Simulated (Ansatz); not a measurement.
SrO (rock salt)

```
CELL_PARAMETERS angstrom
      0.00000     2.56110     2.56110
      2.56110     0.00000     2.56110
      2.56110     2.56110     0.00000
ATOMIC_POSITIONS crystal
  O  0.00000 0.00000 0.00000
  Sr 0.50000 0.50000 0.50000
```

The slice is a {110} plane (indices of the conventional cell) through the point (0.500, 0.500, 0.500) (fractional), spanned by u = [100] and v = [1 -1 -1] in vectors of this cell: u (3.62 Å) and v (5.12 Å, at 90° to u). It covers one period; positions are fractions (u, v).

These are PBEsol (plane waves to 420 eV, PAW, scalar-relativistic; Ansatz, an electronic-structure program) values and carry that method's errors. k mesh 11×11×11. Near the nuclei the fields are pseudised (PAW); where an atom keeps semicore shells as valence, they peak there. SrO was relaxed with its symmetry unable to fall.

### Question
What is the ELF at the density minimum of the shortest O–Sr line in this plane (2.56 Å)?

### Answer
0.1.

### Question
What is the valence density on the shortest O–Sr line in this plane (2.56 Å), at its minimum between the atoms?

### Answer
0.24 e/Å³.

### Question
Sketch the electrostatic potential energy of an electron, from the cell's mean on this plane as a map.

### Answer
```
v \ u  0.00  0.18  0.35  0.53  0.71  0.88
-----  ----  ----  ----  ----  ----  ----
0.92      x     x   5.1   8.3  <2.0     x
0.83      x  <2.0   7.1   8.7   5.3     x
0.75    5.4   7.1   8.6   8.9   8.3   6.4
0.67      x  10.3   9.5   8.8  10.0     x
0.58      x     x   9.8   8.5  10.6     x
0.50      x     x   9.7   8.4  10.1     x
0.42      x     x   9.8   8.5  10.6     x
0.33      x  10.2   9.5   8.8  10.0     x
0.25    5.4   7.1   8.6   8.9   8.3   6.3
0.17      x  <2.0   7.1   8.7   5.2     x
0.08      x     x   5.1   8.3  <2.0     x
0.00      x     x   4.0   8.2  <2.0     x
```

Values: electrostatic potential energy of an electron, from the cell's mean, in eV. Points within 1 Å of a nucleus are blanked (x), as the pseudised field means little there. Values under 2 eV are set to 2. The zero, the cell's mean, hangs on the PAW cores.
